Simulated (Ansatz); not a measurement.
# Does relaxation matter for the field gradients of SiO2?

Start: a structure deposited in the COD (the cell was measured well above room temperature), atoms as given.

Space group P4_12_12 (No. 92); a = 4.9930, c = 7.0050 Å.

| site | Wyckoff | site symmetry | x | y | z |
| --- | --- | --- | --- | --- | --- |
| Si | 4a | ..2 | 0.2966 | 0.2966 | 0.0000 |
| O | 8b | 1 | 0.2406 | 0.0966 | 0.1747 |

One atom of each set is listed.

Computed with Ansatz: DFT, PBE, plane waves and PAW, scalar-relativistic, 420 eV cutoff, Γ-centred 5×5×3 k-points, Fermi–Dirac smearing 0.02 eV.

The largest force at the start is 0.47 eV/Å. Relaxing the ions at fixed cell moves them by 0.089 Å at most (atom 10, O) and 0.076 Å rms. End positions:

Si (0.3024, 0.3024, 0.0000)
O (0.2378, 0.1109, 0.1820)

| site | moved (Å) | first shell before | first shell after | V_zz before (10²¹ V/m²) | η before |
| --- | --- | --- | --- | --- | --- |
| Si | 0.041 | 4 O at 1.60 Å | 4 O at 1.62–1.63 Å | -0.47 | 0.85 |
| O | 0.089 | 2 Si at 1.60 Å, angle 149° | 2 Si at 1.62–1.63 Å, angle 144° | 9.18 | 0.11 |

Q: How do the gradients change?

A: 

```tsv
site	V_zz after	η after	change of V_zz
Si	-0.41	0.75	+0.06
O	9.57	0.17	+0.39
```

The largest change of V_zz is on O, from 9.18 to 9.57. In per cent, |V_zz| changes by +4 on O (all sites that start above 0.5).
